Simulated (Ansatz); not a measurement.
Data:

InP (zinc blende)

```cif
data_InP
_chemical_formula_sum 'P1 In1'
_space_group_name_H-M_alt 'P 1'
_space_group_IT_number 1
_cell_length_a 4.17710
_cell_length_b 4.17710
_cell_length_c 4.17710
_cell_angle_alpha 60.000
_cell_angle_beta 60.000
_cell_angle_gamma 60.000
loop_
_space_group_symop_operation_xyz
  'x, y, z'
loop_
_atom_site_label
_atom_site_type_symbol
_atom_site_fract_x
_atom_site_fract_y
_atom_site_fract_z
_atom_site_occupancy
P1 P 0.75000 0.75000 0.75000 1
In1 In 0.00000 0.00000 0.00000 1
```

The volume is varied about the relaxed value V₀ at fixed cell shape. Symmetry pins the atoms to their sites.

Level of theory: r2SCAN (plane waves to 500 eV, PAW, scalar-relativistic; Ansatz, a quantum-chemistry and plane-wave program). k mesh 10×10×10 (Γ-centred), Fermi-Dirac smearing 0.05 eV. Energies are smeared free energies. Compression counts positive. InP was relaxed with its symmetry unable to fall. The PAW data are Ansatz's earlier set. The zero of ΔE is the relaxed starting cell.

The scan covers V/V₀ from 0.840 to 1.160 in 9 points.

**Question.** What pressure does the cell carry at V/V₀ = 0.840?

**Answer.** 17.6 GPa.

**Question.** What is ΔE at V/V₀ = 0.840?

**Answer.** 193.5 meV/atom.

**Question.** What is ΔE at V/V₀ = 1.160?

**Answer.** 106.1 meV/atom.

(Under strain, the slope of the energy per volume gives the stress and its curvature an elastic modulus.)
